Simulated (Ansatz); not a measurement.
Stability checks on a candidate for Rb₂BaS₂

The cell was found from a structure generator's guess, not taken from experiment.

Computed with DFT PBE, scalar-relativistic, plane waves, PAW in Ansatz 0.2.0. Cutoff 420 eV, Γ-centred 6×6×4 mesh (5-atom cell), Gaussian smearing of 0.02 eV, no spin polarisation.

```
Rb Ba S
1.0
     4.93751    0.00000    0.00000
    -2.46876    4.27601    0.00000
     0.00000    0.00000    8.62440
Rb Ba S
2 1 2
Direct
  0.66667 0.33333 0.36042
  0.33333 0.66667 0.63958
  0.00000 0.00000 0.00000
  0.66667 0.33333 0.80207
  0.33333 0.66667 0.19793
```

The zero of energy is the elements' standard structures at the same level; no fitted shifts are applied.

**Question.** These tests were run: energy against the elements; random kick, then relaxation without symmetry; phonons on a 2×2×1 q mesh. What do they show?

**Answer.**

```json
{"test": "energy against the elements", "result": "−1.379 eV/atom"}
{"test": "random kick, then relaxation without symmetry", "result": "returns"}
{"test": "phonons on a 2×2×1 q mesh", "result": "no imaginary mode on the mesh"}
```

It fails none of these tests. Other phases of the system weren't compared here, so this isn't yet thermodynamic stability.

The reference form of S is held partly by dispersion forces, which this level lacks. The kick test ran on a coarse mesh. The run for the phonons used a 6×6×4 k mesh.
